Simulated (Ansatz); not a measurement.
Relaxed-ion elastic tensor of SiC (CsCl type, Pm-3m) in GPa (Voigt order), r²SCAN (plane waves, PAW; program Ansatz); density 3.70 g/cm³, 8.99 Å³ per atom.

```json
[
 {"": "1", "1": "268", "2": "145", "3": "145", "4": "0.0", "5": "0.0", "6": "0.0"},
 {"": "2", "1": "145", "2": "268", "3": "145", "4": "0.0", "5": "0.0", "6": "0.0"},
 {"": "3", "1": "145", "2": "145", "3": "268", "4": "0.0", "5": "0.0", "6": "0.0"},
 {"": "4", "1": "0.0", "2": "0.0", "3": "0.0", "4": "-76.0", "5": "0.0", "6": "0.0"},
 {"": "5", "1": "0.0", "2": "0.0", "3": "0.0", "4": "0.0", "5": "-76.0", "6": "0.0"},
 {"": "6", "1": "0.0", "2": "0.0", "3": "0.0", "4": "0.0", "5": "0.0", "6": "-76.0"}
]
```

Problem. Is the crystal mechanically stable?

Solution. No: the smallest eigenvalue of C is -76.0 GPa.

A made-up cell: these elements were put on the sites of a structure type; neither database checked (COD, Materials Project) lists it. It is not the phase usual at ambient conditions (space group No. 186, 216). Symmetry was held in the r²SCAN relaxation. At this level the phase is mechanically unstable. As this level gives no gap, shear constants depend on the k-mesh and smearing (Fermi–Dirac, 0.1 eV here).

Potentials: the earlier of the program's two PAW sets.
